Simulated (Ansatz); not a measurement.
input.yaml (Ansatz)

```yaml
crystal:
  lattice:
    - [2.6367606911, 0.0, 0.0]
    - [-1.3183803455, 2.2835017422, 0.0]
    - [0.0, 0.0, 9.3167958244]
  atoms:
    - { symbol: Mo, position: [1.0, 1.0, 1.0] }
    - { symbol: Mo, position: [1.0, 0.0, 0.5] }
    - { symbol: Mo, position: [0.3333333333, 0.6666666667, 0.25] }
    - { symbol: Mo, position: [0.6666666667, 0.3333333333, 0.75] }
hamiltonian:
  xc: r2scan
  pseudopotentials:
    kind: paw
    azcp:
      Mo: "pseudopotentials/Mo.paw.azcp"
basis:
  ecutwfc: 500
  fft_grid_basis: typed
kpoints:
  mp_grid: { grid: [15, 15, 4], shift: [0, 0, 0] }
magnetization:
  spin_polarized: false
scf:
  occupations: { method: fermi_dirac, width: 0.1 }
  lower_state_search: "off"
output:
  stress: true
```

and its output:

```
Engine: ansatz 0.2.0, x86_64-unknown-linux-gnu
Pseudopotentials: kind: paw
Pseudopotential: Mo, paw, valence charge 14, recommended cutoff 500 eV (meta_gga) 
Functional definition: r2SCAN
  parameter k0 = 0.174
  parameter k1 = 0.065
  parameter a1 = 4.9479
  exchange = r2scan_x(k0 = k0, k1 = k1, a1 = a1)
  correlation = r2scan_c
Crystal: 4 atoms, lattice volume = 56.097 Å³
Basis set: ecut = 500 eV, 1425 PW (Γ), exchange–correlation on 80×80×288 points (64 copies of the dense FFT grid, shifted against one another)
Bands: 34, of which v1, the nominal top of the filled ones, is band 28 counted from 1 (27 counted from 0)
Symmetry: 24 space group operations
Space group: P63/mmc (ITA 194), of the structure as read, at distance tolerance 3.8e-5 Å
k-points: 81 of 900
Non-local potential: Mo, projectors of the file, l = 0: 3, l = 1: 2, l = 2: 2, l = 3: 1
PAW form: soft (Blöchl's): semilocal exchange-correlation on the pseudo side does not see the compensation charge
PAW frozen core: Mo, regenerated for the run's functional (the file was generated under x = pbe(κ = 0.804, μ = 0.2195149727645171), c = pbe(β = 0.06672455060314922))
PAW one-centre angular grid: Mo, 590 points (default); XC on 160 Gauss nodes
Initial density: superposition of atomic densities (neutral atoms: chi_scale 0, normalization atom), corrected by the library's trained network
Initial wavefunctions: pseudopotential atomic-orbital guess
Functional: x = r2scan, c = r2scan; τ floored in thin density (d = 2e-4 eV/Å³)
SCF iter   1: F=-19867.625261 eV  HF=-19867.631459 eV  |F-HF|=6.20e-3  |Δ(HF+E_count)|=         —  Δρ=9.92e-3  dr2=4.70e-2  dr2_τ=7.06e-2  ethr=1.77e-3  ⟨swp⟩=5.0  Hψ=10424  notcnv=0
SCF iter   2: F=-19867.649926 eV  HF=-19867.650652 eV  |F-HF|=7.26e-4  |Δ(HF+E_count)|=   1.92e-2  Δρ=5.46e-3  dr2=7.81e-3  dr2_τ=1.40e-3  ethr=8.40e-5  ⟨swp⟩=1.5  Hψ=3863  notcnv=0
SCF iter   3: F=-19867.617017 eV  HF=-19867.654889 eV  |F-HF|=3.79e-2  |Δ(HF+E_count)|=   4.24e-3  Δρ=4.72e-3  dr2=4.07e-2  dr2_τ=2.01e-3  ethr=1.40e-5  ⟨swp⟩=2.6  Hψ=5353  notcnv=0  recentre
SCF iter   4: F=-19867.650895 eV  HF=-19867.651319 eV  |F-HF|=4.24e-4  |Δ(HF+E_count)|=   3.57e-3  Δρ=1.10e-3  dr2=7.53e-4  dr2_τ=4.24e-5  ethr=1.40e-5  ⟨swp⟩=2.0  Hψ=4138  notcnv=0
SCF iter   5: F=-19867.651362 eV  HF=-19867.651363 eV  |F-HF|=1.47e-6  |Δ(HF+E_count)|=   4.40e-5  Δρ=1.41e-4  dr2=9.69e-6  dr2_τ=1.11e-6  ethr=1.35e-6  ⟨swp⟩=2.4  Hψ=4153  notcnv=0
SCF iter   6: F=-19867.651366 eV  HF=-19867.651366 eV  |F-HF|=1.24e-7  |Δ(HF+E_count)|=   3.16e-6  Δρ=3.02e-5  dr2=2.48e-7  dr2_τ=4.60e-8  ethr=1.73e-8  ⟨swp⟩=2.8  Hψ=5400  notcnv=0
SCF iter   7: F=-19867.651366 eV  HF=-19867.651366 eV  |F-HF|=1.94e-9  |Δ(HF+E_count)|=   2.38e-7  Δρ=9.06e-6  dr2=2.62e-8  dr2_τ=2.27e-9  ethr=1.79e-10  ⟨swp⟩=4.0  Hψ=8973  notcnv=0
SCF 1 converged in 7 iterations: F = -19867.651366 eV  dr2 = 2.62e-8
SCF converged after 7 iterations
Free energy (F): -19867.651366 eV
Harris-Foulkes:  -19867.651366 eV  (|F-HF|=1.94e-9)
Internal energy: -19867.513674 eV  (E = F + TS)
E sigma→0 (E₀):  -19867.582520 eV
Entropy (-TS):   -0.137693 eV (-34.423 meV/atom)
Fermi energy:    23.550226 eV
--- Per-component energies (eV) ---
  E_band       = -113.772782
  E_kinetic    = 1785.864157
  E_local      = -2837.155192  (includes V_loc(G=0)·N_el)
  E_nonlocal   = 576.653874
  E_hartree    = 955.879234
  E_xc         = -720.968314
  E_vxc        = -1036.305266  (∫ρ·V_xc dr)
  E_paw        = -12872.721394  (= ΣΔE_a)
  E_vpaw       = -583.630013  (= ΣTr[D̂ρ^β])
  E_aug_tail   = 0.000015  (compensation charges beyond the density's cutoff)
  E_vtau       = 69.042127  (kinetic-family band-sum trace: ∫τ·v_τ [+ j·A + Jᵃ·Aᵃ] dr)
  E_ewald      = -6754.181240
  E_core_change = -0.884815  (= ΣΔE_core)
  E_smearing   = -0.137693  (= −TS)
  E_closure    = 0.000000  (closes the sum)
  Σ components = -19867.651366   (vs F -19867.651366, Δ=0.00e0)
--- Stress (GPa, compression-positive) ---
       43.998811      -0.000000       0.000000
       -0.000000      43.998811      -0.000000
        0.000000      -0.000000      34.854448
  P = ⅓ Tr σ = 40.9507 GPa (409.507 kbar)
```

Command:

```sh
ansatz run input.yaml --threads 1 --pin off --max-ram 3584MiB --backend cpu --events-out ev --progress --plain --runs-dir out
```

On 1 thread of Intel(R) Xeon(R) Platinum 8259CL CPU @ 2.50GHz (Skylake/Cascade Lake) (shared host) this took about 20 s of wall time and 20 s of CPU time.
